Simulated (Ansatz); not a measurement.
Input:

Rb2LiYBr6:
```yaml
crystal:
  lattice:
    - [0.00000, 5.30124, 5.30124]
    - [5.30124, 0.00000, 5.30124]
    - [5.30124, 5.30124, 0.00000]
  atoms:
    - { symbol: Rb, position: [0.75000, 0.75000, 0.75000] }
    - { symbol: Rb, position: [0.25000, 0.25000, 0.25000] }
    - { symbol: Li, position: [0.50000, 0.50000, 0.50000] }
    - { symbol: Y, position: [0.00000, 0.00000, 0.00000] }
    - { symbol: Br, position: [0.74404, 0.25596, 0.25596] }
    - { symbol: Br, position: [0.25596, 0.74404, 0.74404] }
    - { symbol: Br, position: [0.25596, 0.74404, 0.25596] }
    - { symbol: Br, position: [0.74404, 0.25596, 0.74404] }
    - { symbol: Br, position: [0.25596, 0.25596, 0.74404] }
    - { symbol: Br, position: [0.74404, 0.74404, 0.25596] }
```

This is the LDA-relaxed structure.

All from LDA (plane waves, PAW; program Ansatz), unless another level is named. Estimate the Poisson's ratio.

0.28.

Give the highest zone-centre frequency (without LO–TO term).

264 cm⁻¹.

What about the elastic constants (relaxed ions, GPa)?

C11 = 45.4, C12 = 15.5, C44 = 11.6.

Space group Fm-3m. The workflow started from a Materials Project entry (that database holds measured and hypothetical structures alike); the Crystallography Open Database copy checked does not list it. Whether it is the stable phase at ambient conditions was not checked. Symmetry was held in the LDA relaxation; phonons on a q-mesh show weakly imaginary modes. No spin polarisation was allowed.

Potentials: the later of the program's two PAW sets.
